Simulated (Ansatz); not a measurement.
Level of theory: DFT PBE, scalar-relativistic, plane waves, PAW in Ansatz. Cutoff 420 eV, Γ-centred meshes of about 0.25 Å⁻¹ or finer for metals and 0.3 Å⁻¹ for insulators (2π included), Gaussian smearing. Collinear spin where magnetic atoms keep a moment.

Temperature and zero-point effects are left out.

Two forms of CsVCoN3 were relaxed alike.

A. (ferromagnetic moments up to 1.9 μB) Space group P4/mmm (No. 123), tetragonal, a = 3.889 Å, c = 7.538 Å. Around Cs lie 4 N at 2.75 Å and 2 V at 3.77 Å; around V lie 4 N at 1.94 Å, 4 Co at 2.75 Å and 2 Cs at 3.77 Å; around Co lie 4 N at 1.94 Å and 4 V at 2.75 Å; N on a site of symmetry mmm is surrounded by 2 Co at 1.94 Å and 2 V at 1.94 Å; around N on a site of symmetry 4/mmm lie 4 Cs at 2.75 Å.

B. (ferromagnetic moments up to 2.4 μB) Space group P-6m2 (No. 187), hexagonal, a = 5.604 Å, c = 2.786 Å. Cs is surrounded by 2 Cs at 2.79 Å, 12 N at 3.13 Å, 3 Co at 3.24 Å and 3 V at 3.24 Å; around V lie 6 N at 2.05 Å, 2 V at 2.79 Å, 3 Co at 3.24 Å, 3 Cs at 3.24 Å, 6 Co at 4.27 Å and 6 Cs at 4.27 Å; around Co lie 6 N at 2.22 Å, 2 Co at 2.79 Å, 3 Cs at 3.24 Å and 3 V at 3.24 Å; N has 2 V at 2.05 Å, 2 Co at 2.22 Å, 2 N at 2.60 Å, 2 N at 2.79 Å, 2 N at 3.00 Å and 4 Cs at 3.13 Å.

Question: Which form is favoured at zero pressure, and by what margin per atom?

Answer: B is lower, by 106 meV/atom. A has space group P4/mmm (No. 123), 19.0 Å³/atom and no gap on its mesh; B has space group P-6m2 (No. 187), 12.6 Å³/atom and no gap. Counting N atoms around Co, Cs and V (those within 1.25 times the shortest such distance or 1.15 times the sum of covalent radii), A has Cs 4, V 4, Co 4 and B has Cs 12, V 6, Co 6. The denser one is the lower, and pressure would at first widen the difference. Even the lower one lies +0.53 eV/atom against the reference forms of the elements (uncorrected), so neither is stable at this level. Both come from trial cells of a structure search, whose lowest cell (P4mm, 17.2 Å³/atom) lies 0.76 eV/atom below the lower of the two.

Another magnetic order may lie lower. Cells relaxed within their symmetry can be saddle points. Some types were kept out of the candidates beforehand, so the set may lack a known form.
